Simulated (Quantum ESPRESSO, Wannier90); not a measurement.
## GaSe (R3m), plane waves to Wannier functions

```
begin unit_cell_cart
ang
   -1.8870900523    3.2685358490    0.0000000000
   -3.7741801046    0.0000000000    0.0000000000
   -1.8870900523    1.0895119497    8.7047000000
end unit_cell_cart
begin atoms_frac
Ga  -0.0468100000 -0.0468100000  0.1404300000
Ga   0.0464630000  0.0464630000 -0.1393890000
Se   0.2423330000  0.2423330000  0.2730010000
Se   0.4240270000  0.4240270000 -0.2720810000
end atoms_frac
```

Structure: Materials Project mp-11342, symmetrised, not relaxed again. Not found in the COD (Crystallography Open Database) copy used, which has the formula in other groups; not checked further. Level: PBEsol, spinors with spin-orbit coupling; pw.x of Quantum ESPRESSO at 69 Ry with PseudoDojo potentials, 4×4×4 k-points, Wannier90. Density: 10×10×10 mesh, cold smearing 0.01 Ry. The cell is built of weakly bound layers, chains or molecules, whose nearest atoms lie 4.52 Å apart. Database cells relaxed without dispersion often hold them too far apart, which can enlarge gaps and weakens couplings between them; spacing and stacking were not compared with the measured crystal.

Bands 41-44 form an isolated set from -13.83 to -12.09 eV relative to the valence-band maximum (on the path) and are turned into 4 Wannier functions by minimising the spread from the start: atomic waves Se 4s.

**Question.** Where do the functions sit, how wide are they and what are they made of?

**Answer.** 
| functions | spread (Å²) | nearest atom, distance (Å) | second atom, distance (Å) | weight on atomic waves |
|---|---|---|---|---|
| 4 | 1.91 | Se 0.28 | Ga 2.35 | Se 4s 65 %, Ga 4p 15 %, Ga 3d 10 % |

Ω_I = 7.63 Å², Ω_total = 7.63 Å²; the interpolated bands follow pw.x to 10 meV rms on the path. Only this start was tried; a symmetric start can stop on a saddle, and mixtures of these functions could lower the total by at most Ω_total − Ω_I.
